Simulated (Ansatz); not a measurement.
**Zone-centre phonons of GaRh3C: input and output**

Computed with Ansatz, DFT PBEsol, scalar-relativistic, plane waves, PAW.

It can be run as:
```bash
ansatz run input.yaml --threads 1 --pin off --backend cpu --events-out ev --progress --plain --runs-dir out  # memory cap (--max-ram) not shown
```

Input (bare energies are in eV):
```yaml
crystal:
  lattice:
    - [3.9947695408, 0.0, 0.0]
    - [0.0, 3.9947695408, 0.0]
    - [0.0, 0.0, 3.9947695408]
  atoms:
    - { symbol: Ga, position: [0.0, 0.0, 0.0] }
    - { symbol: Rh, position: [0.0, 0.5, 0.5] }
    - { symbol: Rh, position: [0.5, 0.0, 0.5] }
    - { symbol: Rh, position: [0.5, 0.5, 0.0] }
    - { symbol: C, position: [0.5, 0.5, 0.5] }
basis:
  ecutwfc: 420
kpoints:
  mp_grid: { grid: [10, 10, 10] }
hamiltonian:
  xc: pbesol
scf:
  occupations: { method: fermi_dirac, width: 0.15 }
output:
  eigenvalues: true
phonons:
  method: dfpt
  eigenvectors: true
```

Results section of the output:
```
--- Phonons (Γ-DFPT): 4 representative perturbations + reference, on 216 of 1000 k-points (Σ response iterations 14) ---
  k mesh reduced under 8 symmetry operations, with k and −k counted as one. Each operation leaves every solved displacement unchanged or reverses it
  ASR residual: 9.491e-4 → 0.000e0 eV/Å²; symmetrization residual: 2.676e-6 eV/Å²
  ASR residual per site (eV/Å²): 1.41e-4 9.49e-4 9.49e-4 9.49e-4 1.98e-4
  Γ frequencies (cm⁻¹): 0.00 0.00 0.00 90.73 90.73 90.73 92.13 92.13 92.13 163.32 163.32 163.32 462.14 462.14 462.14
  non-analytic LO–TO correction: not included (Born effective charges unavailable; polar crystals: no LO–TO splitting at Γ)
```

The cell was built by swapping an element in a database structure (itself possibly hypothetical) and relaxing; it need not be the stable form of this composition. In a metal, frequencies and elastic constants depend on the k mesh and the smearing, soft modes and shear constants most.